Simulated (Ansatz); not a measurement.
TlBr (zinc blende), relaxed with HSE06 (Ansatz, a program for electronic structure, plane waves, PAW): a = b = c = 7.4952 Å, α = β = γ = 90.00°.

```
Item                  Value
--------------------  -----
gap (eV)               3.73
B₀ by P(V) fit (GPa)   11.1
```

Question: The same phase is relaxed and computed with PBE in the same code. What are the cell and these values now?

Answer: a = b = c = 7.504 Å, α = β = γ = 90.00°.

- gap (eV): 2.95
- B₀ by P(V) fit (GPa): 11.0

Constructed cells (a structure type filled with these elements, in neither database checked): TlBr, zinc blende. All cells were relaxed under the symmetry of their starts (and spin orders); stability against distortions was not tested throughout. Spin–orbit coupling is left out wherever it is not named.

Potentials: the later of the program's two PAW sets.

Ansatz is a plane-wave DFT program.
